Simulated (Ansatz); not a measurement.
With PBEsol in the plane-wave PAW code Ansatz, AgI in the NiAs type structure (P6_3/mmc) relaxes to a = 4.420 Å, c = 6.406 Å. Ag has 6 nearest neighbours from 3.01 Å (octahedral). Against the elements it lies at -0.14 eV/atom, with no fitted shifts.

It is gapped at this level: 0.66 eV (indirect). The valence maximum lies at M and the conduction minimum at Γ. HSE06 on the same cell gives 1.94 eV. Gap from PBEsol with spin–orbit coupling: 0.64 eV. The electron mass is 0.14 mₑ (isotropic). The hole mass is 0.18, 0.43, 3.2 mₑ (principal values).

An equation-of-state fit gives a bulk modulus of 47.2 GPa. The relaxed-ion elastic constants in GPa are C11 = 57.0, C12 = 45.6, C13 = 43.0, C33 = 51.3, C44 = 6.0. The elastic constants imply a Debye temperature near 101 K. Perturbation theory gives ε∞ = 8.36 (xx = yy), 8.27 (zz). Letting the ions move raises it to ε0 = 17.6 (xx = yy), 63.4 (zz). Born charges are Ag +1.67, I -1.67 e. Without the LO–TO term the highest mode at Γ lies at 110 cm⁻¹.

The start of the workflow was typed in or built on a structure type; neither database checked (COD, Materials Project) lists it. It is not the phase usual at ambient conditions (space group No. 186, 216). The cell was relaxed with PBEsol under the symmetry of its start; of distortions, only those at the zone centre were tested. No spin polarisation was allowed. The references are the lowest solids computed at this level, not always the standard phases. Spin–orbit coupling is left out wherever it is not named.

Potentials: the later of the program's two PAW sets.
